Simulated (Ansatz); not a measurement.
NbS$_{2}$Br$_{2}$:
Space group C2/m (No. 12); a = 6.6174 Å, b = 11.3718 Å, c = 7.0043 Å, α = 90.00°, β = 110.08°, γ = 90.00°

| atom | site | symmetry | x | y | z |
|---|---|---|---|---|---|
| Nb | 4g | 2 | 0.0000 | 0.1256 | 0.0000 |
| S | 4i | m | 0.1406 | 0.0000 | 0.3088 |
| S | 4i | m | 0.3243 | 0.0000 | 0.1319 |
| Br | 8j | 1 | 0.2702 | 0.2962 | 0.2338 |
(The calculation used a cell of 10 atoms; values per cell refer to that cell.)

Relaxed with r²SCAN+D4. r²SCAN+D4 (plane waves, PAW; program Ansatz) gives a gap of 1.65 eV.

Task: What gap does HSE06 give on the same cell (Ansatz, PAW)?

Result: 2.36 eV, 0.72 eV more. The hybrid was solved on a coarser mesh and at special points; its gap is the smallest among all of these.

Cost on shared cores: the r²SCAN+D4 run (SCF on a 5×5×4 mesh, then bands and DOS) very roughly 10 core-minutes, the HSE06 run (SCF on 3×3×3, then a few points) very roughly 5 core-minutes; the tasks are unlike.

The first step of the workflow began from a Materials Project structure, measured or hypothetical; the Crystallography Open Database copy checked does not list it. Whether it is the stable phase at ambient conditions was not checked. The r²SCAN+D4 relaxation kept the symmetry of its start; its stability against distortions is not shown here. No spin polarisation was allowed. Spin–orbit coupling is left out wherever it is not named.

Potentials: the later of the program's two PAW sets.
